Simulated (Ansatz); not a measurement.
# Vibrational response of Al4CoNi3

The calculation used Ansatz 0.2.0, DFT PBE, scalar-relativistic, plane waves, PAW. Plane waves to 420 eV; Γ-centred k mesh 14×14×4; Gaussian smearing of 0.20 eV. Collinear spin, site moments 0.0, 0.0, 0.0, 0.0, 0.0, 0.0, 0.0, 0.3 μB. Phonons by linear response, acoustic sum rule imposed.

Relaxed structure:
```xyz
8
Lattice="2.8765 0.0000 0.0000 0.0000 2.8765 0.0000 0.0000 0.0000 11.5980" Properties=species:S:1:pos:R:3 pbc="T T T"
Al    0.0000    0.0000    7.2164
Al    0.0000    0.0000   10.1406
Al    0.0000    0.0000    1.4573
Al    0.0000    0.0000    4.3816
Ni    1.4382    1.4382    8.6726
Ni    1.4382    1.4382    0.0000
Ni    1.4382    1.4382    2.9254
Co    1.4382    1.4382    5.7990
```

The structure comes from a generated guess, relaxed at this level; another structure or a mixture of phases may lie lower. In a metal, frequencies depend on the k mesh and the smearing, soft modes most.

Optical modes at Γ:
| frequency (cm⁻¹) | degeneracy |
| --- | --- |
| 118 | 2 |
| 120 | 2 |
| 137 | 1 |
| 147 | 1 |
| 171 | 2 |
| 213 | 1 |
| 264 | 2 |
| 281 | 2 |
| 283 | 2 |
| 297 | 1 |
| 304 | 2 |
| 325 | 1 |
| 325 | 1 |
| 357 | 1 |

All 21 optical modes at Γ are real: no displacement of atoms at fixed cell lowers the energy to second order. Strains and modes at other wave vectors aren't tested by this run.
